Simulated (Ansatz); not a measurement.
**Zone-centre modes in PtSe2**

The calculation used Ansatz, DFT PBE+D3(BJ), scalar-relativistic, plane waves, PAW. The runs took a 420 eV cutoff, a Γ-centred 12×12×6 mesh and Gaussian smearing (0.15 eV). Spin–orbit coupling is left out, which can shift energies with elements as heavy as these. No spin polarisation.

The starting cell (relaxed at this level):

```xyz
6
Lattice="3.7717 0.0000 0.0000 -1.8859 3.2664 0.0000 0.0000 0.0000 9.6437" Properties=species:S:1:pos:R:3 pbc="T T T"
Pt    0.0000    0.0000    0.0000
Pt    0.0000    0.0000    4.8218
Se    0.0000    2.1776    1.2804
Se    0.0000    2.1776    6.1022
Se    1.8859    1.0888    3.5414
Se    1.8859    1.0888    8.3632
```

Harmonic modes by finite displacements of 0.02 Å, without the LO–TO term. The cell doubles the primitive one, so its zone centre also holds the primitive cell's point q = (0, 0, 1/2).

Problem. At this geometry, is the structure stable against these modes?

Solution. Yes: no mode is imaginary beyond 10 cm⁻¹, and only the three translations lie near zero.

Problem. List the wavenumbers in cm⁻¹.

Solution. 0, 0, 0, 44, 44, 58, 160, 160, 169, 169, 196, 203, 212, 212, 216, 221, 228, 228.

Cost: 1 run of about 7.6 core-minutes, on Intel Xeon Platinum 8259CL (Skylake/Cascade Lake) (shared hosts).